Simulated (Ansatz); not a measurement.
Take a crystal in which Ba has been replaced by Sr on all its sites, with the cell rescaled by a rough guess (in some cases also distorted within its space group) and nothing relaxed:

```cif
data_structure
_symmetry_space_group_name_H-M 'P 1'
_symmetry_Int_Tables_number 1
_cell_length_a 3.8007
_cell_length_b 3.8007
_cell_length_c 3.8007
_cell_angle_alpha 90.000
_cell_angle_beta 90.000
_cell_angle_gamma 90.000
_cell_volume 54.90
loop_
_atom_site_label
_atom_site_type_symbol
_atom_site_fract_x
_atom_site_fract_y
_atom_site_fract_z
_atom_site_occupancy
Sr1 Sr 0.00000 0.00000 0.00000 1
```

Level of theory: Ansatz 0.2.0, DFT PBEsol, scalar-relativistic, plane waves, PAW.

Cutoff 420 eV; k points 12×12×12 on the computed 1-atom cell (Γ-centred); Gaussian smearing, width 0.10 eV; no spin polarisation.

Task: What pressure does the cell carry?

Result: The pressure is -0.3 GPa (positive in compression), so the cell would contract.

Task: Is it a metal on this mesh?

Result: Yes, a band crosses the Fermi level.

This simple cubic form isn't the element's structure at ambient conditions.